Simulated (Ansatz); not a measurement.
BN:
```
CELL_PARAMETERS angstrom
      2.48824     0.00000     0.00000
     -1.24412     2.15488     0.00000
      0.00000     0.00000    13.64321
ATOMIC_POSITIONS crystal
  B  0.33333 0.66667 0.11876
  B  0.66667 0.33333 0.61876
  B  0.66667 0.33333 0.88124
  B  0.33333 0.66667 0.38124
  N  0.33333 0.66667 0.61885
  N  0.66667 0.33333 0.11885
  N  0.66667 0.33333 0.38115
  N  0.33333 0.66667 0.88115
```

Relaxed with LDA.

Problem. Decompose the optical modes at the zone centre into irreducible representations, and say which are infrared and Raman allowed.

Solution. Point group 6/mmm: Γ_opt = 2A1g + A2u + 2B1g + 2B2u + 2E1g + E1u + 2E2g + 2E2u. Infrared: A2u, E1u. Raman: A1g, E1g, E2g.

Problem. Assign frequencies (DFPT, LDA (plane waves, PAW; program Ansatz); without the LO–TO term).

Solution. E2u 30i, E1g 17, E2g 35, B2u 63, B1g 81, A1g 102, A2u 768, A1g 812, B1g 815, B2u 816, E1g 1386, E2u 1386, E2g 1386, E1u 1387 cm⁻¹.

Subscripts of B labels follow the axes of the standard setting.

Space group P6_3/mmc. A made-up cell: these elements were put on the sites of a structure type. Its sites differ from those of the usual phase in this space group: another stacking or structure type. Symmetry was held in the LDA relaxation; phonons on a q-mesh show weakly imaginary modes. The volume moved by 53 % from the start of the relaxation. A crystal of weakly bound layers computed without a dispersion correction: the cell and the soft elastic constants depend strongly on that.

Potentials: the later of the program's two PAW sets.
